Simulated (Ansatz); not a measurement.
**zincblende-structured EuN**

Computed with Ansatz (plane waves, PAW, 420 eV cutoff): PBEsol, scalar-relativistic, collinear spin, 10×10×10 k-mesh, Gaussian smearing of 0.05 eV. The datasets are Ansatz's generated set soft_2.

```
CELL_PARAMETERS angstrom
0.00000 2.65240 2.65240
2.65240 0.00000 2.65240
2.65240 2.65240 0.00000
ATOMIC_POSITIONS crystal
Eu 0.00000 0.00000 0.00000
N 0.25000 0.25000 0.25000
```

The start was a prototype's sites filled with these elements. The Crystallography Open Database lists the compound in space group Fm-3m (rock salt), so this is a trial structure.

Magnetic state: ferromagnetic, site spin moments Eu 6.03; N -0.37 μB.

**Question.** Which orbitals carry the states at the Fermi level, and how many states are there?

**Answer.** Within 0.1 eV of it: Eu 4f 73 %, N 2p 16 %, Eu 5d 10 % (shares among the projected shells). The density of states at the Fermi level is about 3.4 states/eV per cell, averaged over 0.3 eV.

Density of states (tetrahedra, averaged over 0.4 eV; states/eV per cell of 2 atoms; energy in eV from the Fermi level; projections on Löwdin-orthogonalised atomic orbitals, summed over sites):

```
    E  total  Eu 4f up  Eu 4f down  N 2p  Eu 5d up  Eu 5d down
-3.25    0.2       0.0         0.0   0.1       0.0         0.0
-2.85    1.2       0.0         0.0   0.6       0.2         0.2
-2.45    2.0       0.1         0.0   1.1       0.3         0.3
-2.05    3.0       0.3         0.0   1.8       0.4         0.4
-1.65    4.7       0.5         0.1   2.8       0.6         0.5
-1.25    3.0       0.7         0.0   1.7       0.2         0.2
-0.85    1.2       0.2         0.0   0.8       0.0         0.1
-0.45   12.4      12.0         0.0   0.1       0.1         0.0
-0.05    3.5       2.6         0.0   0.5       0.3         0.0
 0.35    1.5       0.8         0.0   0.6       0.1         0.0
 0.75    0.0       0.0         0.0   0.0       0.0         0.0
 1.15    0.0       0.0         0.0   0.0       0.0         0.0
 1.55    0.0       0.0         0.0   0.0       0.0         0.0
 1.95    0.4       0.0         0.0   0.0       0.3         0.0
 2.35    0.5       0.0         0.0   0.1       0.3         0.0
 2.75    1.8       0.0         0.3   0.1       0.3         0.8
 3.15    1.4       0.0         0.5   0.1       0.2         0.3
 3.55    2.6       0.0         1.6   0.2       0.2         0.4
 3.95    9.0       0.0         8.3   0.1       0.2         0.2
 4.35    6.4       0.0         4.9   0.3       0.8         0.2
 4.75    1.9       0.0         0.4   0.3       0.7         0.3
 5.15    1.7       0.0         0.4   0.2       0.4         0.6
```

Formal charges Eu³⁺, N³⁻ leave Eu³⁺ with an open 4f⁶ shell. Nothing in this functional splits the part-filled shell enough, so f states lie at the Fermi level.

Without a U the 4f levels of Eu lie too near the Fermi level, so their share of the states there, and what hangs on it, is overstated. Spin–orbit coupling, which matters for such heavy elements, is left out. The run wasn't fully tested for a lower electronic state. Site moments are of spin, integrated over atomic spheres. For an f⁶ shell, the formal count of Eu here, Hund's rules give L = S = 3 and J = 0, a non-magnetic ion. Spin-polarised DFT, with or without U, favours a large spin moment instead, a known failure, so moments and magnetic energies here aren't predictions. Only parallel moments were tried, so the real magnetic order may be another.
